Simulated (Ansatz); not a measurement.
Molecular dynamics on a 2×2×2 supercell (16 atoms) of SnTe (Fm-3m), relaxed with r2SCAN. Forces come from PBE in the plane-wave code Ansatz: Langevin thermostat and barostat (NPT), 1300 K, steps of 2 fs. Classical nuclei, no spin polarisation; a few dozen steps show the first response, not equilibrium.

```yaml
crystal:
  lattice:
    - [0.0, 6.378709153, 6.378709153]
    - [6.378709153, 0.0, 6.378709153]
    - [6.378709153, 6.378709153, 0.0]
  atoms:
    - { symbol: Sn, position: [0.0, 0.0, 0.0] }
    - { symbol: Te, position: [0.25, 0.25, 0.25] }
    - { symbol: Sn, position: [0.0, 0.0, 0.5] }
    - { symbol: Te, position: [0.25, 0.25, 0.75] }
    - { symbol: Sn, position: [0.0, 0.5, 0.0] }
    - { symbol: Te, position: [0.25, 0.75, 0.25] }
    - { symbol: Sn, position: [0.0, 0.5, 0.5] }
    - { symbol: Te, position: [0.25, 0.75, 0.75] }
    - { symbol: Sn, position: [0.5, 0.0, 0.0] }
    - { symbol: Te, position: [0.75, 0.25, 0.25] }
    - { symbol: Sn, position: [0.5, 0.0, 0.5] }
    - { symbol: Te, position: [0.75, 0.25, 0.75] }
    - { symbol: Sn, position: [0.5, 0.5, 0.0] }
    - { symbol: Te, position: [0.75, 0.75, 0.25] }
    - { symbol: Sn, position: [0.5, 0.5, 0.5] }
    - { symbol: Te, position: [0.75, 0.75, 0.75] }
kpoints:
  mp_grid: { grid: [2, 2, 2] }
hamiltonian:
  xc: pbe
scf:
  occupations: { method: fermi_dirac, width: 0.112 }
md:
  ensemble: npt_langevin
  temperature: 1300
  timestep: 2.0
  n_steps: 40
  initial_velocities: maxwell_boltzmann
  seed: 9183
```

Run as `ansatz run input.yaml --threads 4 --pin off --max-ram 3686MiB --backend cpu --events-out ev --progress --plain --runs-dir out`. Wall time 5.7 min on 4 threads of Arm Neoverse V2, on a shared host; peak host memory 2.3 GiB.

| step | t (fs) | T (K) | free energy F from step 0 (meV/atom) | kinetic energy (meV/atom) | pressure (GPa) | volume (Å³/atom) | largest force (eV/Å) |
| --- | --- | --- | --- | --- | --- | --- | --- |
| 0 | 0 | 1219 | 0.0 | 157.5 | 0.79 | 32.44 | 0.00 |
| 1 | 2 | 1168 | 0.1 | 150.9 | 0.77 | 32.44 | 0.05 |
| 2 | 4 | 1124 | 0.4 | 145.2 | 0.77 | 32.43 | 0.09 |
| 3 | 6 | 1198 | 0.9 | 154.9 | 0.81 | 32.43 | 0.13 |
| 4 | 8 | 1264 | 1.6 | 163.4 | 0.85 | 32.43 | 0.17 |
| 5 | 10 | 1241 | 2.5 | 160.4 | 0.86 | 32.44 | 0.22 |
| 6 | 12 | 1304 | 3.6 | 168.5 | 0.90 | 32.45 | 0.27 |
| 7 | 14 | 1320 | 4.9 | 170.6 | 0.91 | 32.47 | 0.32 |
| 8 | 16 | 1212 | 6.3 | 156.7 | 0.86 | 32.49 | 0.38 |
| 9 | 18 | 1210 | 7.9 | 156.4 | 0.86 | 32.52 | 0.43 |
| 10 | 20 | 1272 | 9.9 | 164.4 | 0.89 | 32.55 | 0.49 |
| 11 | 22 | 1289 | 12.0 | 166.6 | 0.90 | 32.58 | 0.54 |
| 12 | 24 | 1337 | 14.4 | 172.8 | 0.94 | 32.61 | 0.60 |
| 13 | 26 | 1247 | 16.9 | 161.2 | 0.91 | 32.64 | 0.66 |
| 14 | 28 | 1067 | 19.5 | 138.0 | 0.85 | 32.68 | 0.71 |
| 15 | 30 | 1075 | 22.2 | 139.0 | 0.85 | 32.72 | 0.76 |
| 16 | 32 | 996 | 25.1 | 128.8 | 0.82 | 32.76 | 0.81 |
| 17 | 34 | 947 | 28.0 | 122.4 | 0.81 | 32.81 | 0.86 |
| 18 | 36 | 927 | 30.9 | 119.8 | 0.81 | 32.85 | 0.91 |
| 19 | 38 | 885 | 33.6 | 114.3 | 0.79 | 32.90 | 0.95 |
| 20 | 40 | 1013 | 36.3 | 130.9 | 0.85 | 32.95 | 1.00 |
| 21 | 42 | 997 | 39.1 | 128.9 | 0.84 | 33.00 | 1.06 |
| 22 | 44 | 989 | 42.0 | 127.9 | 0.84 | 33.05 | 1.11 |
| 23 | 46 | 938 | 45.0 | 121.3 | 0.82 | 33.10 | 1.16 |
| 24 | 48 | 971 | 48.2 | 125.6 | 0.83 | 33.17 | 1.21 |
| 25 | 50 | 952 | 51.5 | 123.0 | 0.82 | 33.23 | 1.26 |
| 26 | 52 | 905 | 55.0 | 117.0 | 0.81 | 33.29 | 1.31 |
| 27 | 54 | 879 | 58.4 | 113.6 | 0.82 | 33.33 | 1.35 |
| 28 | 56 | 970 | 61.6 | 125.4 | 0.86 | 33.39 | 1.40 |
| 29 | 58 | 913 | 64.9 | 118.0 | 0.82 | 33.46 | 1.44 |
| 30 | 60 | 924 | 68.3 | 119.4 | 0.81 | 33.53 | 1.49 |
| 31 | 62 | 924 | 72.1 | 119.4 | 0.81 | 33.61 | 1.54 |
| 32 | 64 | 981 | 76.0 | 126.7 | 0.82 | 33.68 | 1.58 |
| 33 | 66 | 975 | 80.1 | 126.0 | 0.82 | 33.75 | 1.63 |
| 34 | 68 | 1047 | 84.3 | 135.3 | 0.88 | 33.80 | 1.68 |
| 35 | 70 | 1080 | 88.4 | 139.7 | 0.92 | 33.85 | 1.72 |
| 36 | 72 | 1074 | 92.4 | 138.8 | 0.94 | 33.90 | 1.76 |
| 37 | 74 | 1078 | 96.5 | 139.3 | 0.98 | 33.95 | 1.79 |
| 38 | 76 | 1099 | 100.4 | 142.1 | 1.03 | 33.99 | 1.82 |
| 39 | 78 | 1116 | 104.3 | 144.2 | 1.07 | 34.03 | 1.85 |
| 40 | 80 | 1089 | 108.0 | 140.8 | 1.08 | 34.07 | 1.89 |

The temperature starts at 1219 K, is lowest at step 27 (879 K, 54 fs) and ends at 1089 K.

Positions (Å) and forces (eV/Å) at step 40:
```
cell (Å): 0.000 6.483 6.483; 6.483 0.000 6.483; 6.483 6.483 0.000
Sn   0.008  -0.237   0.106    -0.073  -0.245  -0.255
Te   3.360   3.131   3.361    -0.455   0.540  -0.093
Sn   3.235   3.161   0.034     0.341   0.019   0.066
Te   6.569   6.689   3.147     0.095  -0.156   0.056
Sn   3.191   0.158   3.086    -0.218  -0.362  -0.187
Te   6.446   3.348   6.610     0.270  -0.965   0.065
Sn   6.661   3.211   3.327    -0.976   0.112  -0.309
Te   9.519   6.613   6.109     0.779  -0.458   0.706
Sn  -0.130   3.360   3.076     0.212  -0.105   0.427
Te   2.943   6.346   6.290     0.445   0.449   0.085
Sn   3.022   6.334   3.068     1.196  -0.036   0.014
Te   6.648   9.160   6.881    -0.560   1.733  -0.498
Sn   3.372   3.291   6.629    -0.410  -0.124  -0.215
Te   6.778   6.624   9.674    -1.570  -0.410   0.194
Sn   6.686   6.292   6.300    -0.501   0.123  -0.015
Te   9.486   9.794   9.855     1.424  -0.115  -0.041
```
